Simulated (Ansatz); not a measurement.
## How long does this Ansatz run take?

```yaml
crystal:
  lattice:
    - [0.0, 5.87, 5.87]
    - [5.87, 0.0, 5.87]
    - [5.87, 5.87, 0.0]
  atoms:
    - { symbol: Cs, position: [0.0, 0.0, 0.0] }
    - { symbol: Cs, position: [0.5, 0.5, 0.5] }
    - { symbol: Pb, position: [0.25, 0.25, 0.25] }
    - { symbol: Pb, position: [0.75, 0.75, 0.75] }
    - { symbol: Br, position: [0.5, 0.0, 0.0] }
    - { symbol: Br, position: [0.0, 0.5, 0.5] }
    - { symbol: Br, position: [0.0, 0.5, 0.0] }
    - { symbol: Br, position: [0.5, 0.0, 0.5] }
    - { symbol: Br, position: [0.0, 0.0, 0.5] }
    - { symbol: Br, position: [0.5, 0.5, 0.0] }
kpoints:
  mp_grid: { grid: [3, 3, 3] }
scf:
  occupations: { method: fixed }
hamiltonian:
  xc: pbe
  pseudopotentials: { kind: paw }
output:
  forces: true
  efg:
    quadrupole_moments_barn: { Cs: -0.00343, Br: 0.2579 }
    contact_densities: true
  core_levels:
    shells: { Cs: "3d", Br: "3d", Pb: "4f" }
    counted_from: valence_top
    eps_inf: [4.64, 4.64, 4.64]
```

```sh
ansatz run input.yaml --threads 1 --pin off --max-ram 3072MiB --backend cpu --events-out ev --progress --plain --runs-dir out
```

It runs on 1 thread of Arm Neoverse V2 (aarch64; 8 cores open to the job, memory cap 3.0 GiB, no GPU), a shared host with a load of 0.3 a core.

Task: How much time and memory should be set aside?

Result: About 69 s of wall time (69 s of CPU time) and 0.92 GiB. The run holds 88 valence electrons in 54 bands, about 7823 plane waves a k-point and 4 irreducible k-points, and took 6 SCF iterations for the ground state, and 3 further spin-resolved or lower-symmetry cells with a core hole. Times on a shared host vary by tens of per cent.
